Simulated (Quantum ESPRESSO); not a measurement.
## AlZr4GaTa2 (one run as intended and one with a planted mistake)

A calculation, not a measurement. The program is pw.x of Quantum ESPRESSO 7.5 (plane-wave density functional theory). The cell is made up: eight metal atoms on a hexagonal close-packed lattice, with elements, volume, strain and displacements drawn at random and not relaxed, so it may be unstable or far from any real phase. PseudoDojo standard norm-conserving files set the functional (PBE unless stated); there is no spin polarisation or spin-orbit coupling, the Fermi-Dirac width of 0.25 eV means electrons at about 2900 K, and the masses in the input are unused placeholders. Heavy elements are run without spin-orbit coupling, which real alloys of them have. A spin test at this wide smearing found no moment, but such smearing suppresses magnetism that the real alloy may have.

Intended input:

```
&control calculation='scf', pseudo_dir='./dojo.nc.sr.pbe.v0_5.standard.upf', outdir='./o', disk_io='minimal', tprnfor=.true., tstress=.true. /
&system ibrav=0, nat=8, ntyp=4, nbnd=61, ecutwfc=84.00895049, nosym=.true., tot_charge=0,
 occupations='smearing', smearing='fd', degauss=0.0183746611
/
&electrons conv_thr=1.470e-08, electron_maxstep=70, mixing_beta=0.5 /
ATOMIC_SPECIES
Al 1.0 Al.upf
Ga 1.0 Ga.upf
Ta 1.0 Ta.upf
Zr 1.0 Zr.upf
CELL_PARAMETERS angstrom
2.9218 -0.0273 4.7908
3.0072 0.0216 -4.8428
-2.9695 5.2556 0.0002
ATOMIC_POSITIONS angstrom
Al -0.0559 0.1311 -0.0673
Zr -1.5176 2.6397 0.031
Zr 2.9318 1.7664 -2.5618
Ga 1.7078 4.3131 -2.5121
Ta 3.1072 0.0921 -0.0899
Zr 1.4129 2.7569 -0.1351
Zr 2.9456 1.7335 2.4023
Ta 1.4363 4.286 2.5159
K_POINTS automatic
5 5 5 1 1 1
```

The log is shortened where brackets say so; the opening notice, blank lines, dates and the lines on written files are dropped, and the path of the files is cut. It prints rydbergs, bohrs and kilobars, and counts compression as positive stress. Its total energy is the free energy E - TS of the whole cell.

Log of the intended run:

```
     Program PWSCF v.7.5
     Parallel version (MPI & OpenMP), running on       4 processor cores
     Number of MPI processes:                 4
     Threads/MPI process:                     1
     [start-up lines left out]
     bravais-lattice index     =            0
     lattice parameter (alat)  =      10.6043  a.u.
     unit-cell volume          =    1012.2280 (a.u.)^3
     number of atoms/cell      =            8
     number of atomic types    =            4
     number of electrons       =        90.00
     number of Kohn-Sham states=           61
     kinetic-energy cutoff     =      84.0090  Ry
     charge density cutoff     =     336.0358  Ry
     scf convergence threshold =      1.5E-08
     mixing beta               =       0.5000
     number of iterations used =            8  plain     mixing
     Exchange-correlation= PBE
                           (   1   4   3   4   0   0   0)
     [axes and pseudopotential details left out]
   Cartesian axes
     site n.     atom                  positions (alat units)
         1        Al     tau(   1) = (  -0.0099616   0.0233626  -0.0119931  )
         2        Zr     tau(   2) = (  -0.2704425   0.4704053   0.0055243  )
         3        Zr     tau(   3) = (   0.5224587   0.3147797  -0.4565232  )
         4        Ga     tau(   4) = (   0.3043369   0.7686120  -0.4476665  )
         5        Ta     tau(   5) = (   0.5537157   0.0164126  -0.0160205  )
         6        Zr     tau(   6) = (   0.2517845   0.4912908  -0.0240754  )
         7        Zr     tau(   7) = (   0.5249179   0.3089168   0.4280997  )
         8        Ta     tau(   8) = (   0.2559545   0.7637827   0.4483436  )
     number of k points=    63  Fermi-Dirac smearing, width (Ry)=  0.0184
                       cart. coord. in units 2pi/alat
        k(    1) = (   0.1895213   0.2138552   0.0027656), wk =   0.0320000
        k(    2) = (   0.1897362   0.4275219   0.0038521), wk =   0.0320000
     [further k points left out]
     Dense  grid:   105285 G-vectors     FFT dimensions: (  64,  64,  72)
     Estimated max dynamical RAM per process >     380.45 MB
     Estimated total dynamical RAM >       1.41 GB
     Initial potential from superposition of free atoms
     starting charge      89.9836, renormalised to      90.0000
     Starting wfcs are   73 randomized atomic wfcs
     total cpu time spent up to now is        8.4 secs
     per-process dynamical memory:   299.9 Mb
     Self-consistent Calculation
     iteration #  1     ecut=    84.01 Ry     beta= 0.50
     Davidson diagonalization with overlap
     ethr =  1.00E-02,  avg # of iterations =  2.2
     Threshold (ethr) on eigenvalues was too large:
     Diagonalizing with lowered threshold
     Davidson diagonalization with overlap
     ethr =  8.71E-04,  avg # of iterations =  2.2
     total cpu time spent up to now is       43.0 secs
     total energy              =    -822.57341361 Ry
     estimated scf accuracy    <       0.80342330 Ry
     iteration #  2     ecut=    84.01 Ry     beta= 0.50
     Davidson diagonalization with overlap
     ethr =  8.93E-04,  avg # of iterations =  5.3
     total cpu time spent up to now is       67.1 secs
     total energy              =    -822.28881975 Ry
     estimated scf accuracy    <       6.08547784 Ry
     [iterations 3 to 13 left out]
     iteration # 14     ecut=    84.01 Ry     beta= 0.50
     Davidson diagonalization with overlap
     ethr =  1.40E-10,  avg # of iterations =  2.3
     total cpu time spent up to now is      281.7 secs
     total energy              =    -822.96281434 Ry
     estimated scf accuracy    <       0.00000005 Ry
     iteration # 15     ecut=    84.01 Ry     beta= 0.50
     Davidson diagonalization with overlap
     ethr =  5.95E-11,  avg # of iterations =  2.0
     total cpu time spent up to now is      297.1 secs
     End of self-consistent calculation
     [lines on levels left out]
!    total energy              =    -822.96281435 Ry
     estimated scf accuracy    <          4.0E-09 Ry
     smearing contrib. (-TS)   =      -0.11391973 Ry
     internal energy E=F+TS    =    -822.84889462 Ry
     The total energy is F=E-TS. E is the sum of the following terms:
     one-electron contribution =    -175.58709693 Ry
     hartree contribution      =     137.19819999 Ry
     xc contribution           =    -183.98469765 Ry
     ewald contribution        =    -600.47530004 Ry
     convergence has been achieved in  15 iterations
     Forces acting on atoms (cartesian axes, Ry/au):
     atom    1 type  1   force =     0.02692100   -0.04026278    0.00815997
     atom    2 type  4   force =    -0.00997869    0.03607420    0.00101568
     atom    3 type  4   force =     0.02563487   -0.03977038    0.01467161
     atom    4 type  2   force =    -0.04213286    0.03999153    0.00736685
     atom    5 type  3   force =    -0.03659717   -0.00413405    0.01068240
     atom    6 type  4   force =     0.03504769    0.00443780    0.00480151
     atom    7 type  4   force =    -0.02435612   -0.01634143   -0.01215630
     atom    8 type  3   force =     0.02546128    0.02000512   -0.03454172
     Total force =     0.125254     Total SCF correction =     0.000133
     Computing stress (Cartesian axis) and pressure
          total   stress  (Ry/bohr**3)                   (kbar)     P=      104.59
   0.00062165  -0.00007240   0.00001830           91.45      -10.65        2.69
  -0.00007240   0.00064977   0.00005197          -10.65       95.59        7.64
   0.00001830   0.00005197   0.00086147            2.69        7.64      126.73
     init_run     :      7.87s CPU      8.13s WALL (       1 calls)
     electrons    :    287.43s CPU    288.73s WALL (       1 calls)
     forces       :      2.21s CPU      2.23s WALL (       1 calls)
     stress       :      7.49s CPU      7.67s WALL (       1 calls)
     [timing details left out]
     PWSCF        :   5m 5.24s CPU   5m 7.02s WALL
     JOB DONE.
```

A second run has one planted mistake: one coordinate of one atom is wrong. The input lines that differ:

```
- Ta 3.1072 0.0921 -0.0899
+ Ta 3.1072 0.0921 -0.2399
```

Its log:

```
     Program PWSCF v.7.5
     Parallel version (MPI & OpenMP), running on       4 processor cores
     Number of MPI processes:                 4
     Threads/MPI process:                     1
     [start-up lines left out]
     bravais-lattice index     =            0
     lattice parameter (alat)  =      10.6043  a.u.
     unit-cell volume          =    1012.2280 (a.u.)^3
     number of atoms/cell      =            8
     number of atomic types    =            4
     number of electrons       =        90.00
     number of Kohn-Sham states=           61
     kinetic-energy cutoff     =      84.0090  Ry
     charge density cutoff     =     336.0358  Ry
     scf convergence threshold =      1.5E-08
     mixing beta               =       0.5000
     number of iterations used =            8  plain     mixing
     Exchange-correlation= PBE
                           (   1   4   3   4   0   0   0)
     [axes and pseudopotential details left out]
   Cartesian axes
     site n.     atom                  positions (alat units)
         1        Al     tau(   1) = (  -0.0099616   0.0233626  -0.0119931  )
         2        Zr     tau(   2) = (  -0.2704425   0.4704053   0.0055243  )
         3        Zr     tau(   3) = (   0.5224587   0.3147797  -0.4565232  )
         4        Ga     tau(   4) = (   0.3043369   0.7686120  -0.4476665  )
         5        Ta     tau(   5) = (   0.5537157   0.0164126  -0.0427512  )
         6        Zr     tau(   6) = (   0.2517845   0.4912908  -0.0240754  )
         7        Zr     tau(   7) = (   0.5249179   0.3089168   0.4280997  )
         8        Ta     tau(   8) = (   0.2559545   0.7637827   0.4483436  )
     number of k points=    63  Fermi-Dirac smearing, width (Ry)=  0.0184
                       cart. coord. in units 2pi/alat
        k(    1) = (   0.1895213   0.2138552   0.0027656), wk =   0.0320000
        k(    2) = (   0.1897362   0.4275219   0.0038521), wk =   0.0320000
     [further k points left out]
     Dense  grid:   105285 G-vectors     FFT dimensions: (  64,  64,  72)
     Estimated max dynamical RAM per process >     380.45 MB
     Estimated total dynamical RAM >       1.41 GB
     Initial potential from superposition of free atoms
     starting charge      89.9836, renormalised to      90.0000
     Starting wfcs are   73 randomized atomic wfcs
     total cpu time spent up to now is        8.4 secs
     per-process dynamical memory:   299.9 Mb
     Self-consistent Calculation
     iteration #  1     ecut=    84.01 Ry     beta= 0.50
     Davidson diagonalization with overlap
     ethr =  1.00E-02,  avg # of iterations =  2.2
     Threshold (ethr) on eigenvalues was too large:
     Diagonalizing with lowered threshold
     Davidson diagonalization with overlap
     ethr =  8.38E-04,  avg # of iterations =  2.2
     total cpu time spent up to now is       42.0 secs
     total energy              =    -822.58569234 Ry
     estimated scf accuracy    <       0.77337358 Ry
     iteration #  2     ecut=    84.01 Ry     beta= 0.50
     Davidson diagonalization with overlap
     ethr =  8.59E-04,  avg # of iterations =  5.3
     total cpu time spent up to now is       64.6 secs
     total energy              =    -822.33283857 Ry
     estimated scf accuracy    <       5.56773666 Ry
     [iterations 3 to 12 left out]
     iteration # 13     ecut=    84.01 Ry     beta= 0.50
     Davidson diagonalization with overlap
     ethr =  1.93E-10,  avg # of iterations =  2.3
     total cpu time spent up to now is      281.3 secs
     total energy              =    -822.95555691 Ry
     estimated scf accuracy    <       0.00000003 Ry
     iteration # 14     ecut=    84.01 Ry     beta= 0.50
     Davidson diagonalization with overlap
     ethr =  3.46E-11,  avg # of iterations =  3.9
     total cpu time spent up to now is      299.6 secs
     End of self-consistent calculation
     [lines on levels left out]
!    total energy              =    -822.95555691 Ry
     estimated scf accuracy    <       0.00000001 Ry
     smearing contrib. (-TS)   =      -0.11379122 Ry
     internal energy E=F+TS    =    -822.84176569 Ry
     The total energy is F=E-TS. E is the sum of the following terms:
     one-electron contribution =    -176.43984261 Ry
     hartree contribution      =     137.64162550 Ry
     xc contribution           =    -184.00117754 Ry
     ewald contribution        =    -600.04237104 Ry
     convergence has been achieved in  14 iterations
     Forces acting on atoms (cartesian axes, Ry/au):
     atom    1 type  1   force =     0.02722853   -0.04065971    0.00772920
     atom    2 type  4   force =    -0.01008249    0.03409496    0.00107970
     atom    3 type  4   force =     0.02692832   -0.03450139    0.00670143
     atom    4 type  2   force =    -0.03794186    0.04110041    0.00174715
     atom    5 type  3   force =    -0.03423596    0.00216973    0.04036318
     atom    6 type  4   force =     0.03604708    0.00399367    0.00570124
     atom    7 type  4   force =    -0.02705458   -0.01898341   -0.01706693
     atom    8 type  3   force =     0.01911096    0.01278574   -0.04625498
     Total force =     0.130451     Total SCF correction =     0.000322
     Computing stress (Cartesian axis) and pressure
          total   stress  (Ry/bohr**3)                   (kbar)     P=      109.25
   0.00065904  -0.00009017   0.00005040           96.95      -13.26        7.41
  -0.00009017   0.00066485   0.00004461          -13.26       97.80        6.56
   0.00005040   0.00004461   0.00090402            7.41        6.56      132.99
     init_run     :      7.96s CPU      8.21s WALL (       1 calls)
     electrons    :    288.95s CPU    291.20s WALL (       1 calls)
     forces       :      2.21s CPU      2.25s WALL (       1 calls)
     stress       :      7.51s CPU      7.72s WALL (       1 calls)
     [timing details left out]
     PWSCF        :   5m 6.82s CPU   5m 9.60s WALL
     JOB DONE.
```

|  | intended run | run with the mistake |
| --- | --- | --- |
| free energy (eV) | -11196.980 | -11196.881 |
| entropy term -TS, part of it (eV) | -1.550 | -1.548 |
| pressure (GPa) | 10.46 | 10.92 |
| size of the largest force component (eV/Å) | 1.083 | 1.189 |
| largest change of a force component (eV/Å) |  | 0.763 |
| iterations | 15 | 14 |

For scale, a rerun of the intended cell at a higher cutoff and on a denser mesh moved values by no more than 0.003 eV in energy, 0.02 GPa in stress and 0.005 eV/Å in force, and a second program with other atomic files agreed on that cell to 2 % rms in force and 0.5 GPa in pressure.